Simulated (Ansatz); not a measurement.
Consider a crystal of Sn₂Pb in space group P6/mmm (No. 191), with Sn on 2d; Pb on 1a. The cell of Sn₂Pb is invented: species swapped into a database cell of CeHg2, with Pb on the Ce sites and Sn on the Hg sites.

Theory: DFT PBE, scalar-relativistic, plane waves, PAW in Ansatz. Cutoff 420 eV, Γ-centred mesh, Gaussian smearing, no spin polarisation.

Energies over the elements count from the elements' standard structures at the same level, with no fitted energy shifts. The references include grey tin.

Question: Which cell and coordinates does it relax to?

Answer:

Space group P6/mmm (No. 191). a = 5.551 Å, b = 5.551 Å, c = 3.273 Å, α = 90.00°, β = 90.00°, γ = 120.00°
```csv
atom,site,symmetry,x,y,z
Sn,2d,-6m2,0.3333,0.6667,0.5000
Pb,1a,6/mmm,0.0000,0.0000,0.0000
```

Sn is surrounded by 5 Sn at 3.20–3.27 Å and 6 Pb at 3.60 Å; around Pb lie 2 Pb at 3.27 Å and 12 Sn at 3.60 Å. Another local minimum with the same sites may exist.

Question: And its energy and gap?

Answer: The formation energy is +0.03 eV/atom. The gap on the 6×6×12 mesh of the 3-atom cell is 0 eV (a metal). The separate elements lie lower, so it is unstable against them.

The last run used Gaussian smearing of 0.10 eV. For metals, differences of a few meV/atom aren't resolved. Spin–orbit coupling, which can matter for Pb, is left out. A later test with randomly moved atoms ended 10 meV/atom higher, in Pmma at a loose tolerance, which is no clear verdict on its stability.
